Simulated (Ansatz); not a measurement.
This run works on a generated trial structure, not on a known crystal.

Input and command of a plane-wave DFT calculation in Ansatz:

```yaml
crystal:
  lattice:
    - [4.9587019107, 0.0, 0.0]
    - [0.0, 4.9587019107, 0.0]
    - [0.0, 0.0, 4.9587019107]
  atoms:
    - { symbol: Be, position: [0.5, 0.5, 0.0] }
    - { symbol: Be, position: [0.5, 0.0, 0.5] }
    - { symbol: Be, position: [0.0, 0.5, 0.5] }
    - { symbol: Ni, position: [0.0, 0.0, 0.0], spin: 1.28 }
    - { symbol: S, position: [0.2594439924, 0.2594439924, 0.2594439924] }
    - { symbol: S, position: [0.2594439924, 0.7405560076, 0.7405560076] }
    - { symbol: S, position: [0.7405560076, 0.2594439924, 0.7405560076] }
    - { symbol: S, position: [0.7405560076, 0.7405560076, 0.2594439924] }
basis:
  ecutwfc: 500
kpoints:
  mp_grid: { grid: [6, 6, 6] }
hamiltonian:
  xc: r2scan
scf:
  occupations: { method: gaussian, width: 0.1 }
output:
  forces: true
  stress: true
  eigenvalues: true
  populations: true
magnetization:
  spin_polarized: true
```

```bash
ansatz run input.yaml --threads 1 --pin off --max-ram 2560MiB --backend cpu --events-out ev --progress --plain --runs-dir out
```

Processor: Intel(R) Xeon(R) 6975P-C (Granite Rapids), 1 thread, on a host shared with other jobs.

Problem. Estimate time, memory and problem size.

Solution. About 2.5 min, peak memory 1.2 GiB. It solves 33 bands at 32 k points (after reduction by symmetry) with about 3071 plane waves, in 26 SCF iterations.
